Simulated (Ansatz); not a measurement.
## W (Im-3m): electronic heat capacity and spin susceptibility from the density of states

Computed with DFT PBEsol, scalar-relativistic, plane waves, PAW (Ansatz).

Cutoff 420 eV; k points 18×18×18 on the computed 1-atom cell (Γ-centred); Gaussian smearing, width 0.10 eV; no spin polarisation.

Relaxed cell: Im-3m, a = 3.154 Å, b = 3.154 Å, c = 3.154 Å, α = 90.00°, β = 90.00°, γ = 90.00°, 1 atom in the primitive cell.

The density of states at the Fermi level is 0.403 states/eV in the cell of 1 atom (1 formula unit; both spins, tetrahedra on a 27×27×27 mesh).

**Question.** What Sommerfeld coefficient and Pauli susceptibility does this give?

**Answer.** Per formula unit N(E_F) = 0.403 states/eV. γ = (π²/3) k_B² N(E_F) N_A = 2.357 mJ/(mol K²) per state/eV, so γ = 0.9 mJ/(mol K²), a mole of formula units. χ_P = μ_B² N(E_F) N_A = 3.23×10⁻⁵ emu/mol per state/eV gives 1.3×10⁻⁵ emu/mol. This is the bare band result: a measured γ of the same phase is as a rule larger by a factor 1 + λ from phonons and spin fluctuations, the spin part of χ is larger by the Stoner factor, and a measured χ also holds orbital and core terms. N(E_F) at one energy is sensitive to the mesh where the density of states has sharp peaks.

Spin-orbit coupling is left out, which matters for the bands of heavy elements.